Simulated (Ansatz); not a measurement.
## CoSi2: relaxed-ion elastic tensor

Level of theory: DFT PBE, scalar-relativistic, plane waves, PAW in Ansatz. Plane waves to 420 eV; Γ-centred k mesh 14×14×14; Fermi-Dirac smearing of 0.15 eV. No spin polarisation.

Equilibrium structure at this level:
```
CELL_PARAMETERS angstrom
0.00000 2.68100 2.68100
2.68100 0.00000 2.68100
2.68100 2.68100 0.00000
ATOMIC_POSITIONS crystal
Co 0.00000 0.00000 0.00000
Si 0.25000 0.25000 0.25000
Si 0.75000 0.75000 0.75000
```

It was relaxed at this level from a cell as deposited in COD. In a metal, frequencies and elastic constants depend on the k mesh and the smearing, soft modes and shear constants most.

Task: Give the relaxed-ion elastic constants (GPa, Voigt order xx yy zz yz xz xy, on the Cartesian axes of the cell above).

Result:
C11 = 235.8, C12 = 148.2, C13 = 148.2, C22 = 235.8, C23 = 148.2, C33 = 235.8, C44 = 87.8, C55 = 87.8, C66 = 87.8 GPa; the others vanish.

Task: Is the crystal stable against homogeneous strain?

Result: Yes: the least eigenvalue of the tensor is 87.7 GPa.

Task: And the moduli of a polycrystal (Hill averages)?

Result: B = 177 GPa, G = 66 GPa, E = 177 GPa, ν = 0.33.
